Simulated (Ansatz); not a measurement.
## PbS: excitons and shallow donors from band masses and screening

Computed with DFT PBE+D3(BJ), scalar-relativistic, plane waves, PAW (Ansatz 0.2.0).

Cutoff 420 eV; k points 10×10×10 on the computed 2-atom cell (Γ-centred); Gaussian smearing, width 0.02 eV; no spin polarisation.

Relaxed cell: Fm-3m, a = 5.936 Å, b = 5.936 Å, c = 5.936 Å, α = 90.00°, β = 90.00°, γ = 90.00°, 2 atoms in the primitive cell.

The calculation gives a Kohn–Sham gap of 0.36 eV, an electron mass of 0.146 mₑ and a hole mass of 0.127 mₑ (harmonic means over x, y, z and over the bands degenerate at each edge), and ε∞ = 17.80 (independent particles, mean of the diagonal).

Question: Estimate the binding energy and radius of a Wannier–Mott exciton and of a shallow donor, and say whether the hydrogenic model can hold.

Answer: The reduced mass is μ = mₙmₕ/(mₙ + mₕ) = 0.068 mₑ, with mₙ and mₕ the band masses. With E_b = 13.606 eV × μ/ε² and a = 0.529 Å × ε/μ (μ in mₑ) the exciton has E_b = 2.9 meV and a = 139 Å. For a donor μ is the electron mass: 6.3 meV and 65 Å. The exciton's radius is 33 times the shortest lattice vector (4.20 Å), so the continuum picture is reasonable. In a polar crystal the ions screen too, so a state bound more weakly than an optical phonon feels the larger static constant, which lowers the energy and widens the orbit. The other way, the small Kohn–Sham gap and the missing local fields make ε∞ too large and the masses tend to be too light, which underbinds.

Spin-orbit coupling is left out, which matters for the bands of heavy elements.

Cost: 4 runs of about 0.7 core-minutes in all, on Arm Neoverse V2 (shared hosts).